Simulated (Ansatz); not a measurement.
ZnS:
```
CELL_PARAMETERS angstrom
      3.74345     0.00000     0.00000
     -1.87172     3.24192     0.00000
      0.00000     0.00000    24.49096
ATOMIC_POSITIONS crystal
  Zn 0.00000 0.00000 0.00006
  Zn 0.00000 0.00000 0.50006
  Zn 0.33333 0.66667 0.12496
  Zn 0.66667 0.33333 0.62496
  Zn 0.33333 0.66667 0.37520
  Zn 0.66667 0.33333 0.87520
  Zn 0.33333 0.66667 0.75003
  Zn 0.66667 0.33333 0.25003
  S  0.00000 0.00000 0.09370
  S  0.00000 0.00000 0.59370
  S  0.33333 0.66667 0.21858
  S  0.66667 0.33333 0.71858
  S  0.33333 0.66667 0.46880
  S  0.66667 0.33333 0.96880
  S  0.33333 0.66667 0.84387
  S  0.66667 0.33333 0.34387
```

This is the LDA-relaxed structure. Tensor components refer to the Cartesian frame of this cell.

Problem. All from plane-wave PAW LDA (Ansatz code), unless another level is named. Predict the formation energy from the elements (no fitted shifts).

Solution. -0.84 eV/atom.

Problem. Give the hole effective mass, band 2 of 2 at the edge.

Solution. 0.16 along x, 1.4 along z (mₑ).

Problem. What about the band gap?

Solution. 2.14 eV (direct).

Problem. Give the valence-band maximum.

Solution. at Γ.

Space group P6_3mc. The workflow started from an entry of the Crystallography Open Database (COD). Its sites differ from those of the usual phase in this space group: another stacking or structure type. The cell was relaxed with LDA under the symmetry of its start; its stability against distortions is not shown here. The references are the lowest solids computed at this level, not always the standard phases.

Potentials: the later of the program's two PAW sets.
